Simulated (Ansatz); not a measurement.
This run works on a proposed trial structure, not on a known crystal.

Input and command of a plane-wave DFT calculation in Ansatz:

```yaml
crystal:
  lattice:
    - [5.45, 0.0, 0.0]
    - [0.0, 5.45, 0.0]
    - [0.0, 0.0, 8.2]
  atoms:
    - { symbol: Gd, position: [0.0, 0.0, 0.0], spin: 7.0 }
    - { symbol: Gd, position: [0.5, 0.5, 0.0], spin: 7.0 }
    - { symbol: Gd, position: [0.0, 0.5, 0.33], spin: 7.0 }
    - { symbol: Gd, position: [0.5, 0.0, 0.33], spin: 7.0 }
    - { symbol: Gd, position: [0.0, 0.5, 0.67], spin: 7.0 }
    - { symbol: Gd, position: [0.5, 0.0, 0.67], spin: 7.0 }
    - { symbol: O, position: [0.0, 0.0, 0.59] }
    - { symbol: O, position: [0.0, 0.0, 0.41] }
    - { symbol: O, position: [0.75, 0.75, 0.835] }
    - { symbol: O, position: [0.75, 0.25, 0.835] }
    - { symbol: O, position: [0.75, 0.25, 0.165] }
    - { symbol: O, position: [0.25, 0.75, 0.165] }
    - { symbol: O, position: [0.25, 0.75, 0.835] }
    - { symbol: O, position: [0.75, 0.75, 0.165] }
    - { symbol: O, position: [0.25, 0.25, 0.165] }
    - { symbol: O, position: [0.25, 0.25, 0.835] }
basis:
  ecutwfc: 420
kpoints:
  mp_grid: { grid: [3, 3, 2] }
hamiltonian:
  xc: pbe
scf:
  occupations: { method: gaussian, width: 0.2 }
  lower_state_search: "off"
output:
  forces: true
  stress: true
  eigenvalues: true
  populations: true
magnetization:
  spin_polarized: true
relax:
  adjacent_minimum: "off"
  f_tol: 0.08
  max_steps: 16
  cell: { stress_tol: 0.8 }
```

```bash
ansatz run input.yaml --threads 1 --pin off --max-ram 2560MiB --backend cpu --events-out ev --progress --plain --runs-dir out
```

Processor: Intel(R) Xeon(R) Platinum 8259CL CPU @ 2.50GHz (Skylake/Cascade Lake), 1 thread, on a host shared with other jobs.

Q: How long does it run, and how much memory does it take?

A: About 7.4 min, peak memory 0.92 GiB. It solves 126 bands at 6 k points (after reduction by symmetry) with about 5723 plane waves (on the last cell), in 140 SCF iterations over 12 ionic steps.
